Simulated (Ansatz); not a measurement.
NbIr:
```xyz
4
Lattice="4.5581 0.0000 0.0000 0.0000 2.8181 0.0000 0.0000 0.0000 4.8716" Properties=species:S:1:pos:R:3 pbc="T T T"
Ir     1.1395     0.0000     3.9636
Ir     3.4186     0.0000     0.9079
Nb     1.1395     1.4091     1.4998
Nb     3.4186     1.4091     3.3718
```

Relaxed with PBEsol. Special points in fractions of this cell's reciprocal vectors: Γ (0.000, 0.000, 0.000); X (0.500, 0.000, 0.000); S (0.500, 0.500, 0.000); Y (0.000, 0.500, 0.000); Z (0.000, 0.000, 0.500); U (0.500, 0.000, 0.500); R (0.500, 0.500, 0.500); T (0.000, 0.500, 0.500).

**Question.** List the band energies nearest the Fermi level at these points for plane-wave PAW PBEsol (Ansatz code).

**Answer.** In eV from the Fermi level; about four levels below and three above (degenerate sets whole), none deeper than 8.9 eV; points with the same levels are listed once.

```
k                    below                above
-  -----------------------  -------------------
Γ  -1.17 -0.69 -0.34 -0.09       0.86 0.95 2.74
X  -1.24 -1.24 -0.93 -0.93  0.58 0.58 2.03 2.03
S  -1.23 -1.23 -0.59 -0.59  0.75 0.75 2.00 2.00
Y  -1.04 -0.62 -0.53 -0.46       1.00 1.87 2.70
Z  -1.29 -0.90 -0.86 -0.44       0.24 0.34 1.08
U  -1.34 -1.34 -0.77 -0.77  1.66 1.66 1.96 1.96
R  -4.10 -4.10 -0.91 -0.91  1.04 1.04 1.09 1.09
T  -1.35 -1.00 -0.32 -0.21       1.91 2.14 2.21
```

Space group Pmma. The start of the workflow was typed in or built on a structure type; the Crystallography Open Database copy checked does not list it. COD files the formula under space group No. 123. Whether it is the stable phase at ambient conditions was not checked. The cell was relaxed with PBEsol under the symmetry of its start; whether a distortion lowers the energy is not shown. The run is not spin-polarised. Spin–orbit coupling is left out wherever it is not named.

Potentials: the earlier of the program's two PAW sets. The files were generated under PBE; for other functionals the program regenerates the frozen cores, and for LDA and PBEsol the local potential too.
